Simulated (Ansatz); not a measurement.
The start is a generated cell, Sb built in the graphite structure type. Cell shape, volume and atoms are optimised at zero target pressure with PBEsol (plane waves to 420 eV, PAW, scalar-relativistic; Ansatz, a program for electronic structure). First-step values are on the input's coarse k-mesh.

Ansatz input (later rounds restart from its end on a renewed k-mesh):
Ansatz 0.2 input:
```yaml
crystal:
  lattice:
    - [4.8151012, 0, 0]
    - [-2.4075506, 4.17, 0]
    - [0, 0, 13.114507]
  atoms:
    - { symbol: Sb, position: [0, 0, 0.25] }
    - { symbol: Sb, position: [0, 0, 0.75] }
    - { symbol: Sb, position: [0.33333333, 0.66666667, 0.25] }
    - { symbol: Sb, position: [0.66666667, 0.33333333, 0.75] }
basis: { ecutwfc: 420, ecutrho_ratio: 4, xc_grid: 2, fft_grid_basis: typed }
kpoints: { mp_grid: { grid: [8, 8, 3] } }
hamiltonian:
  xc: pbesol
  dispersion: none
  pseudopotentials: { azcp: { folder: ./paw }, kind: paw }
scf: { occupations: { method: fermi_dirac, width: 0.05 } }
relax: { f_tol: 0.01, max_steps: 100, cell: { stress_tol: 0.02 } }
output: { forces: true, stress: true }
```

Question: How much energy is released per atom?

Answer: 0.38 to 0.40 eV/atom (the two k-meshes of the run give this range).

Question: How does the volume per atom move from start to end?

Answer: -49.6 %, from 65.83 to 33.18 Å³/atom.

Question: How do the shortest distances between atoms change?

Answer: The closest pairs of elements (up to four, under 3.6 Å), start → end: Sb–Sb 2.78 → 2.93 Å.

Question: What band gap does the relaxed structure have at this level?

Answer: Zero (metallic).

The space group stays P6₃/mmc (No. 194) (the run could not lower it), with 4 atoms in the primitive cell. Final values are on a 11×11×8 k-mesh of the relaxed cell. No spin polarisation in the result.

The run could not lower the symmetry of its start; a shaken copy of this end point relaxes with PBEsol to R-3m (No. 166), 0.40 eV/atom lower.

The relaxed structure here is a generated cell of Sb: the first start was made by placing the elements on the sites of a structure type, and the end was not matched to a known phase here, so it may be hypothetical. Known forms of Sb include space group No. 166.
